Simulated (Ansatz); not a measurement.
A plane-wave DFT run in Ansatz 0.2.0 (scalar-relativistic PAW potentials unless the input names others): input and command.

```yaml
crystal:
  lattice:
    - [0.0, 1.828944328, 1.828944328]
    - [1.828944328, 0.0, 1.828944328]
    - [1.828944328, 1.828944328, 0.0]
  atoms:
    - { symbol: Be, position: [0.0, 0.0, 0.0] }
    - { symbol: H, position: [0.25, 0.25, 0.25] }
basis:
  ecutwfc: 420
kpoints:
  mp_grid: { grid: [26, 26, 26] }
hamiltonian:
  XC: pbe
scf:
  occupations: { method: gaussian, width: 0.1 }
  max_iter: 80
output:
  forces: true
  eigenvalues: true
  stress: true
```

```bash
ansatz run input.yaml --threads 1 --pin off --max-ram 2560MiB --backend cpu --events-out ev --progress --plain --runs-dir out
```

Q: Will this input run?

A: The program refuses it, because of a misspelt key (the key hamiltonian.xc typed as XC). With the key spelt rightly it is accepted.

Abridged log:
```
Error: YAML parse error: error: line 14 column 3: unknown field `XC`, expected one of xc, dispersion, noncollinear_xc, pseudopotentials, hubbard, deformation_potential_offset, integrals
  --> <input>:14:3
   |
12 |   mp_grid: { grid: [26, 26, 26] }
13 | hamiltonian:
14 |   XC: pbe
   |   ^ unknown field `XC`, expected one of xc, dispersion, noncollinear_xc, pseudopotentials, hubbard, deformation_potential_offset, integrals
15 | scf:
16 |   occupations: { method: gaussian, width: 0.1 }
   |
```